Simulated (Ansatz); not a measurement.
**ZnCd2Se2S: rattling a relaxed structure**

It was reached by relaxing an invented guess, and it needn't be the stable form of this composition.

Computed with DFT PBE, scalar-relativistic, plane waves, PAW (Ansatz 0.2.0). Settings: cutoff 420 eV, Γ-centred mesh 6×6×6 on the computed 6-atom cell, Gaussian smearing of 0.02 eV; no spin polarisation.

The cell below (6 atoms, space group R3m (No. 160)) is relaxed within its symmetry.

```
CELL_PARAMETERS angstrom
2.10043 1.21268 10.36447
-2.10043 1.21268 10.36447
0.00000 -2.42537 10.36447
ATOMIC_POSITIONS crystal
Zn 0.26445 0.26445 0.26445
Cd 0.81810 0.81810 0.81810
Cd 0.04175 0.04175 0.04175
Se 0.18461 0.18461 0.18461
Se 0.95549 0.95549 0.95549
S 0.73591 0.73591 0.73591
```

For the test a repeat of it with 12 atoms (edges 4.20, 7.28, 10.64 Å) was strained at random (σ = 1.5 % a component), the atoms were moved at random (σ = 0.05 Å), and all was relaxed again on a coarse 4×2×4 mesh (in the run’s order of axes) with 0.10 eV smearing, with no symmetry imposed.

Question: Does it come back?

Answer: It returns, within 1 meV/atom of the unmoved cell on that mesh and with the same symmetry when read at 0.1 Å (P1 at 0.01 Å, so small strains and shifts remain). No instability shows in this cell; modes of other wave vectors, which need another repeat, aren't tested.
